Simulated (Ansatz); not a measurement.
Al3InAs4 (Pmm2) at 2 levels of theory

One geometry, relaxed with PBE; plane waves with PAW potentials in Ansatz, scalar-relativistic. No spin polarisation. Gaps are the least over mesh and band path; pressure is positive in compression.

```xyz
8
Lattice="4.1236 0.0000 0.0000 0.0000 8.2546 0.0000 0.0000 0.0000 5.8374" Properties=species:S:1:pos:R:3 pbc="T T T"
Al    0.0000    6.1264    0.0005
Al    0.0000    2.1282    0.0005
Al    2.0618    4.1273    2.9246
In    2.0618    0.0000    2.9200
As    2.0618    6.0791    4.4409
As    0.0000    0.0000    1.2784
As    2.0618    2.1755    4.4409
As    0.0000    4.1273    1.5061
```

```json
{"level": "PBE", "cutoff (eV)": "420", "k mesh": "8×4×6", "gap (eV)": "1.03", "pressure (GPa)": "0.0"}
```

Task: What comes out on the same cell with r2SCAN?

Result:
```tsv
level	cutoff (eV)	k mesh	gap (eV)	pressure (GPa)
r2SCAN	500	8×4×6	1.57	-1.9
```

The structure comes from a generated guess; another structure or a mixture of phases may lie lower.
